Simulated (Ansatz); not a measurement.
SrAlO2F:
```xyz
5
Lattice="3.7788 0.0000 0.0000 0.0000 3.7788 0.0000 0.0000 0.0000 3.8207" Properties=species:S:1:pos:R:3 pbc="T T T"
Sr     1.8894     1.8894     1.9103
Al     0.0000     0.0000     0.0000
O      1.8894     0.0000     0.0000
O      0.0000     1.8894     0.0000
F      0.0000     0.0000     1.9103
```

The program Ansatz at the r²SCAN level (PAW) gives a gap of 4.35 eV without spin–orbit coupling, maximum at A, minimum at Γ.

Task: What happens when spin–orbit coupling is switched on?

Result: The gap stays essentially unchanged, to 4.35 eV; maximum at A, minimum at Γ.

Task: Give the electron effective mass with spin–orbit coupling.

Result: 0.46, 0.48, 0.48 mₑ (principal values).

Task: Give the hole effective mass with spin–orbit coupling.

Result: 0.66, 0.66, 8.8 mₑ (principal values).

Space group P4/mmm. The start of the workflow was typed in or built on a structure type; neither database checked (COD, Materials Project) lists it. Its standing as an ambient phase is unchecked. The cell was relaxed with r²SCAN under the symmetry of its start; whether a distortion lowers the energy is not shown.

Potentials: the earlier of the program's two PAW sets. The files were generated under PBE; for other functionals the program regenerates the frozen cores, and for LDA and PBEsol the local potential too.
